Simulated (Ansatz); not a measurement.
TlBr: computed property card

TlBr:
```cif
data_Br2Tl2
_chemical_formula_sum 'Tl2 Br2'
_space_group_name_H-M_alt 'P 1'
_space_group_IT_number 1
_cell_length_a 5.74349
_cell_length_b 5.74349
_cell_length_c 4.12084
_cell_angle_alpha 90.000
_cell_angle_beta 90.000
_cell_angle_gamma 90.000
loop_
_space_group_symop_operation_xyz
  'x, y, z'
loop_
_atom_site_label
_atom_site_type_symbol
_atom_site_fract_x
_atom_site_fract_y
_atom_site_fract_z
_atom_site_occupancy
Tl1 Tl 0.50000 0.00000 0.42254 1
Tl2 Tl 0.00000 0.50000 0.57746 1
Br1 Br 0.00000 0.00000 0.00000 1
Br2 Br 0.50000 0.50000 0.00000 1
```

Space group P4/nmm (No. 129); conventional cell a = 5.7435 Å, b = 5.7435 Å, c = 4.1208 Å, α = 90.00°, β = 90.00°, γ = 90.00°.

Method: PBE (plane waves, PAW; program Ansatz). Geometry: relaxed at this level of theory. Other levels are named where they apply.

### Cell and energy

```yaml
volume_per_atom: 33.98 Å³
density: 6.95 g/cm³
Formation energy from the elements (no fitted shifts): -0.84 eV/atom
```

### Electronic structure

```yaml
band_gap: 2.12 eV (direct)
valence_band_maximum: at M
conduction_band_minimum: at M
```

The cell is a constructed one: a structure type filled with these elements; neither database checked (COD, Materials Project) lists it. COD files the formula under space group No. 221. Whether it is the stable phase at ambient conditions was not checked. The cell was relaxed with PBE under the symmetry of its start; whether a distortion lowers the energy is not shown. A crystal of weakly bound layers computed without a dispersion correction: the cell and the soft elastic constants depend strongly on that. The references are the lowest solids computed at this level, not always the standard phases. Spin–orbit coupling is left out wherever it is not named.

Potentials: the later of the program's two PAW sets.
